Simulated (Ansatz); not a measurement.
Computed properties of Cu₂BeSiS₄ (stannite)

All numbers come from Ansatz 0.2.0. The cell comes from a prototype generator: it can be a known phase or a hypothetical one. Spin polarisation is off.

Structure: Cu₂BeSiS₄ built on the stannite prototype, at its r2SCAN minimum. It is tetragonal, I-42m (No. 121); a = 5.006 Å, c = 10.597 Å in the conventional setting, 16.60 Å³ an atom. Cu has 4 S at 2.27 Å; Be has 4 S at 2.15 Å; Si has 4 S at 2.16 Å; S has 1 Be at 2.15 Å and 1 Si at 2.16 Å and 2 Cu at 2.27 Å.

```cif
data_structure
_symmetry_space_group_name_H-M 'I-42m'
_symmetry_Int_Tables_number 121
_cell_length_a 5.0059
_cell_length_b 5.0059
_cell_length_c 10.5968
_cell_angle_alpha 90.000
_cell_angle_beta 90.000
_cell_angle_gamma 90.000
_cell_volume 265.54
loop_
_atom_site_label
_atom_site_type_symbol
_atom_site_symmetry_multiplicity
_atom_site_Wyckoff_symbol
_atom_site_fract_x
_atom_site_fract_y
_atom_site_fract_z
_atom_site_occupancy
Cu1 Cu 4 d 0.00000 0.50000 0.25000 1
Be1 Be 2 a 0.00000 0.00000 0.00000 1
Si1 Si 2 b 0.50000 0.50000 0.00000 1
S1 S 8 i 0.75071 0.75071 0.11582 1
```

Relaxed lattice by functional, symmetry kept:
```json
{"functional": "PBE", "k mesh": "6×6×6", "a (Å)": "5.036", "c (Å)": "10.676", "volume (Å³/atom)": "16.92"}
{"functional": "r2SCAN", "k mesh": "6×6×6", "a (Å)": "5.006", "c (Å)": "10.597", "volume (Å³/atom)": "16.60"}
```

On this one geometry the levels give:

| level | k mesh | gap (eV) | kind | edges | least direct gap (eV) |
| --- | --- | --- | --- | --- | --- |
| PBE | 8×8×8 | 1.56 | indirect | Γ → M | 1.62 |
| r2SCAN | 8×8×8 | 1.86 | indirect | Γ → M | 2.00 |
| HSE06 | 4×4×4 | 2.71 | indirect | Γ → M | 2.84 |
| PBE0 | 4×4×4 | 3.42 | indirect | Γ → M | 3.55 |

PBE: smearing of 0.02 eV; the others have fixed occupations.
Wave cutoffs: 420 eV, 500 eV (r2SCAN).

The HSE06 gap is indirect, 2.71 eV (Γ to M), below the direct gap of 2.84 eV at Γ. A second conduction valley, at X, lies only 25 meV higher, so their order isn't settled.

r2SCAN covers 26 % of the step from PBE to HSE06. Among these functionals the gap stays indirect.

r2SCAN (ground state on 6×6×6): The clamped-ion dielectric constant comes out as 6.33 along x and y, 7.12 along z. Born charges, averaged over directions: Cu +0.53, Be +1.93, Si +3.05, S -1.51 e.

The meshes of the hybrids are coarse, so their gaps aren't converged to the digits shown.
